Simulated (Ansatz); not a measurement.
CdF₂ (fluorite)

```xyz
3
Lattice="0.0000 2.6942 2.6942 2.6942 0.0000 2.6942 2.6942 2.6942 0.0000" Properties=species:S:1:pos:R:3 pbc="T T T"
Cd     0.0000     0.0000     0.0000
F      1.3471     1.3471     1.3471
F      4.0413     4.0413     4.0413
```

The slice is a {100} plane (indices of the conventional cell) through the point (0.000, 0.000, 0.000) (fractional), spanned by u = [100] and v = [0 1 -1] in vectors of this cell: u (3.81 Å) and v (3.81 Å, at 90° to u). It covers one period; positions are fractions (u, v).

Computed with r2SCAN (plane waves to 500 eV, PAW, scalar-relativistic; Ansatz, an electronic-structure program). k mesh 11×11×11. Inside the PAW spheres the values are not all-electron values, and peaks at nuclei hang on which shells count as valence. CdF2 was relaxed with its symmetry unable to fall.

Q: Predict the map of the electrostatic potential energy of an electron, from the cell's mean on the slice.

A: 
```
|xxxxxxxx0367899987630xxxxxxx|
|xxxxxxxx0467899987640xxxxxxx|
|xxxxxxx014688999886410xxxxxx|
|xxxxxxx035789999987530xxxxxx|
|xxxxxx01467899999876410xxxxx|
|xxxxx0135688999998865310xxxx|
|xxx00135678999999987653100xx|
|0001345678899999998876543100|
|3344566788999999999887665443|
|6666778889999999999988877666|
|7778888999999999999999888877|
|8888999999999999999999999888|
|9999999999999999999999999999|
|9999999999999999999999999999|
|9999999999999999999999999999|
|8888999999999999999999999888|
|7778888999999999999999888877|
|6666778889999999999988877666|
|3344566788999999999887665443|
|0001345678899999998876543100|
|xxx00135678999999987653100xx|
|xxxxx0135688999998865310xxxx|
|xxxxxx01467899999876410xxxxx|
|xxxxxxx035789999987530xxxxxx|
|xxxxxxx014688999886410xxxxxx|
|xxxxxxxx0467899987640xxxxxxx|
|xxxxxxxx0367899987630xxxxxxx|
|xxxxxxxx0367899987630xxxxxxx|
```
Scale: ten equal steps from -2.00 (start of '0') to 6.93 (end of '9'), in the order '0123456789'. Values: electrostatic potential energy of an electron, from the cell's mean, in eV. The map has 28 points along u (one character each, u = 0 at the left) and 28 along v (v = 0 in the bottom row). Points within 1 Å of a nucleus are blanked (x), as the pseudised field means little there. Values under -2 eV are set to -2. The zero, the cell's mean, hangs on the PAW cores.
